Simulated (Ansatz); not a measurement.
AlRu (CsCl type)

```
AlRu
1.0
    2.98252     0.00000     0.00000
    0.00000     2.98252     0.00000
    0.00000     0.00000     2.98252
Al Ru
1 1
Cartesian
  0.00000   0.00000   0.00000
  1.49126   1.49126   1.49126
```

The slice is a {110} plane (indices of the conventional cell) through the point (0.500, 0.500, 0.500) (fractional), spanned by u = [100] and v = [011] in vectors of this cell: u (2.98 Å) and v (4.22 Å, at 90° to u). It covers one period; positions are fractions (u, v).

The numbers are results of r2SCAN (plane waves to 500 eV, PAW, scalar-relativistic; Ansatz, a quantum-chemistry and plane-wave program), not measurements. k mesh 16×16×16. These are valence fields of a PAW run, semicore shells included where kept as valence: close to a nucleus they are smooth pseudo fields. AlRu is run without spin polarisation. AlRu was relaxed with its symmetry unable to fall.

Q: What is the valence density on the shortest Al–Ru line in this plane (2.58 Å), at its midpoint?

A: 0.36 e/Å³.

Q: What is the ELF at the midpoint of the shortest Al–Ru line in this plane (2.58 Å)?

A: 0.4.

Q: Predict the map of the valence electron density on the slice.

A: 
```
|@@@@@@%%##++==--------==++##%%@@@@|
|@@@@@@%%**++==--------==++**%%@@@@|
|@@%%%%##**==------------==**##%%%%|
|######**++==----::::----==++**####|
|**++++====------::::------====++++|
|======--------::::::::--------====|
|------------::::::::::::----------|
|----------::::::::::::::::--------|
|::::::::::::::........::::::::::::|
|::::::::::::..        ..::::::::::|
|::::::::::..            ..::::::::|
|::::::::::..            ..::::::::|
|::::::::::..            ..::::::::|
|::::::::::::..        ..::::::::::|
|::::::::::::::........::::::::::::|
|----------::::::::::::::::--------|
|------------::::::::::::----------|
|======--------::::::::--------====|
|**++++====------::::------====++++|
|######**++==----::::----==++**####|
|@@%%%%##**==------------==**##%%%%|
|@@@@@@%%**++==--------==++**%%@@@@|
|@@@@@@%%##++==--------==++##%%@@@@|
|@@@@@@%%##++==--------==++##%%@@@@|
```
Scale: ten equal steps from -1.25 (start of ' ') to 1.00 (end of '@'), in the order ' .:-=+*#%@'. Values: log₁₀ of the valence density in e/Å³. The map has 17 points along u (two characters each, u = 0 at the left) and 24 along v (v = 0 in the bottom row). The scale is logarithmic, as a density can span decades between atoms and voids.
